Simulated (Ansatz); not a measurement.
**Data sheet: Cs2P2Pd (DFT)**

Cs2P2Pd:
```yaml
crystal:
  lattice:
    - [3.45427, -7.49904, 0.00000]
    - [3.45427, 7.49904, 0.00000]
    - [0.00000, 0.00000, 6.21955]
  atoms:
    - { symbol: Cs, position: [0.78749, 0.21251, 0.25000] }
    - { symbol: Cs, position: [0.21251, 0.78749, 0.75000] }
    - { symbol: Cs, position: [0.41721, 0.58279, 0.25000] }
    - { symbol: Cs, position: [0.58279, 0.41721, 0.75000] }
    - { symbol: P, position: [0.94281, 0.74392, 0.25000] }
    - { symbol: P, position: [0.05719, 0.25608, 0.75000] }
    - { symbol: P, position: [0.74392, 0.94281, 0.75000] }
    - { symbol: P, position: [0.25608, 0.05719, 0.25000] }
    - { symbol: Pd, position: [0.00000, 0.00000, 0.00000] }
    - { symbol: Pd, position: [0.00000, 0.00000, 0.50000] }
```

Space group Cmcm (No. 63); conventional cell a = 6.909 Å, b = 14.998 Å, c = 6.220 Å, α = 90.00°, β = 90.00°, γ = 90.00°.

Method: the program Ansatz at the r²SCAN level (PAW). Structure relaxed to zero pressure with the same functional. Other levels are named where they apply.

**Cell and energy**

```json
{
 "volume_per_atom": "32.22 Å³",
 "density": "4.48 g/cm³",
 "Formation energy from the elements (no fitted shifts)": "-0.66 eV/atom"
}
```

**Electronic structure**

```json
{
  "band_gap": "1.16 eV (indirect)",
  "valence_band_maximum": "on the Γ–Z line, 98 % of the way from Γ (k = 0.000, 0.000, 0.490 in fractions of the reciprocal vectors)",
  "conduction_band_minimum": "off the standard path, at k = (0.307, 0.312, 0.307) in fractions of the reciprocal vectors",
  "smallest_direct_gap_on_the_standard_path": "1.27 eV",
  "electron_effective_mass": "0.57, 0.81, 0.81 mₑ (principal values)"
}
```

**Mechanics**

```json
{
 "Bulk modulus (Birch–Murnaghan fit)": "20.8 GPa",
 "Pressure derivative B′": "6.3"
}
```

**Charges**

```json
{
 "bader_charges": "Cs +0.73 to +0.76, P -0.64, Pd -0.20 e"
}
```

The workflow started from a Materials Project entry (that database holds measured and hypothetical structures alike); the Crystallography Open Database copy checked does not list it. Its standing as an ambient phase is unchecked. The r²SCAN relaxation kept the symmetry of its start; its stability against distortions is not shown here. No spin polarisation was allowed. The references are the lowest solids computed at this level, not always the standard phases. Scalar-relativistic: spin–orbit coupling is off unless named, which matters more the heavier the elements.

Potentials: the later of the program's two PAW sets.
